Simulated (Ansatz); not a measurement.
# CsLiCr2Te2S3 and the effect of the Hubbard U on Cr d

```
Cs Li Cr Te S
1.0
     3.31929    1.91639    6.87982
    -3.31929    1.91639    6.87982
     0.00000   -3.83279    6.87982
Cs Li Cr Te S
1 1 2 2 3
Direct
  0.00000 0.00000 0.00000
  0.50000 0.50000 0.50000
  0.79848 0.79848 0.79848
  0.20152 0.20152 0.20152
  0.67990 0.67990 0.67990
  0.32010 0.32010 0.32010
  0.13626 0.86374 0.50000
  0.50000 0.13626 0.86374
  0.86374 0.50000 0.13626
```

The cell comes from a database or a generator and needn't be the stable form of this composition.

Kept alike: task projected density of states; functional PBE; k mesh 5 × 5 × 5; occupations fermi-dirac, width 0.05 eV; collinear spin, ferromagnetic start. Program: Ansatz, Ansatz PAW, cutoff 420 eV. The mesh is that of the run's cell of 9 atoms. No spin-orbit coupling.

```csv
"Hubbard U on Cr d, U (eV)",pressure (GPa),largest site moment (μB)
2,1.63,2.55
4,3.40,2.93
6,4.97,3.17
8,6.28,3.34
```

Pressure is positive in compression, with a Pulay correction for the finite cutoff. For a metal such a mesh leaves the last digits unconverged. How U acts hangs on the program's projectors. The runs hold the magnetic state that their start led to, which needn't be the lowest. Site moments count inside each atom's sphere or projector. U is the effective U - J on orthogonalised atomic projectors. Double counting: fully localised limit (the default).

Q: What does the Hubbard U on Cr d change here?

A: The pressure rises from 1.63 to 6.28 GPa between 2 and 8 eV. U localises the shell and weakens its bonds, so the cell pushes outwards. The largest site moment rises from 2.55 to 3.34 μB between 2 and 8 eV.
